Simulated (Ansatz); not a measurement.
Starting cell, La2O3 (A-La2O3 type, space group P-3m1):

```yaml
crystal:
  lattice:
    - [3.94027, 0.00000, 0.00000]
    - [-1.97014, 3.41238, 0.00000]
    - [0.00000, 0.00000, 12.37598]
  atoms:
    - { symbol: La, position: [0.33333, 0.66667, 0.12369] }
    - { symbol: La, position: [0.33333, 0.66667, 0.62369] }
    - { symbol: La, position: [0.66667, 0.33333, 0.37631] }
    - { symbol: La, position: [0.66667, 0.33333, 0.87631] }
    - { symbol: O, position: [0.00000, 0.00000, 0.00000] }
    - { symbol: O, position: [0.00000, 0.00000, 0.50000] }
    - { symbol: O, position: [0.33333, 0.66667, 0.32264] }
    - { symbol: O, position: [0.33333, 0.66667, 0.82264] }
    - { symbol: O, position: [0.66667, 0.33333, 0.17736] }
    - { symbol: O, position: [0.66667, 0.33333, 0.67736] }
```

The atoms are displaced by Q × the pattern below (from a DFPT mode at A = (0.0, 0.0, 0.5), largest move 1; Q in Å), at fixed cell. It is one choice among 2 degenerate patterns. (q is in reciprocal vectors of the primitive cell; the cell shown is doubled to hold the pattern.)

| atom | x | y | z |
|---|---|---|---|
| La1 | 0.000 | -0.038 | 0.000 |
| La2 | 0.000 | 0.038 | 0.000 |
| La3 | 0.000 | 0.038 | 0.000 |
| La4 | 0.000 | -0.038 | 0.000 |
| O5 | 0.000 | 1.000 | 0.000 |
| O6 | 0.000 | -1.000 | 0.000 |
| O7 | 0.000 | -0.159 | 0.000 |
| O8 | 0.000 | 0.159 | 0.000 |
| O9 | 0.000 | 0.159 | 0.000 |
| O10 | 0.000 | -0.159 | 0.000 |

Method: PBE (plane waves to 420 eV, PAW, scalar-relativistic; Ansatz, a first-principles code). k mesh 10×10×3 (Γ-centred), Fermi-Dirac smearing 0.05 eV. Energies are smeared free energies. La2O3 is run without spin polarisation. La2O3 was relaxed with its symmetry unable to fall. The zero of ΔE is the undisplaced structure.

Q: Give the computed ΔE (meV/cell) at Q (Å) = -0.180, -0.150, -0.090, -0.030, 0.090, 0.150.

A: 
```csv
Q (Å),ΔE (meV/cell)
-0.180,57.8
-0.150,39.8
-0.090,14.2
-0.030,1.6
0.090,14.2
0.150,39.8
```

(For displaced atoms, the force is minus the slope of the energy, and its curvature is a force constant, which sets phonon frequencies.)
